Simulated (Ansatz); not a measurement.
Si$_{2}$Os in space group C2/m (No. 12; Si on 4i, Si on 4i, Os on 4i) under volume change, plane-wave PAW r²SCAN (Ansatz code), shape and atoms relaxed at each volume.

```json
[
 {"V (Å³/atom)": "12.868", "E − E(relaxed) (meV/atom)": "91.4", "P (GPa)": "24.98"},
 {"V (Å³/atom)": "13.292", "E − E(relaxed) (meV/atom)": "…", "P (GPa)": "…"},
 {"V (Å³/atom)": "13.716", "E − E(relaxed) (meV/atom)": "9.1", "P (GPa)": "7.04"},
 {"V (Å³/atom)": "14.141", "E − E(relaxed) (meV/atom)": "0.0", "P (GPa)": "0.00"},
 {"V (Å³/atom)": "14.565", "E − E(relaxed) (meV/atom)": "8.1", "P (GPa)": "-5.99"},
 {"V (Å³/atom)": "14.989", "E − E(relaxed) (meV/atom)": "…", "P (GPa)": "…"},
 {"V (Å³/atom)": "15.413", "E − E(relaxed) (meV/atom)": "66.1", "P (GPa)": "-15.36"}
]
```

Task: Complete the blanks.

Result: 
- 13.292, E − E(relaxed) (meV/atom): 38.4
- 13.292, P (GPa): 15.31
- 14.989, E − E(relaxed) (meV/atom): 30.9
- 14.989, P (GPa): -11.07

Task: What does a third-order Birch–Murnaghan fit give for V₀, B₀ and B′?

Result: V₀ = 14.14 Å³/atom, B₀ = 215 GPa, B′ = 4.4.

The workflow started from a Materials Project entry (that database holds measured and hypothetical structures alike); the Crystallography Open Database copy checked does not list it. Whether it is the stable phase at ambient conditions was not checked. The r²SCAN relaxation kept the symmetry of its start; its stability against distortions is not shown here. The run is not spin-polarised. Spin–orbit coupling is left out wherever it is not named.

Potentials: the later of the program's two PAW sets.
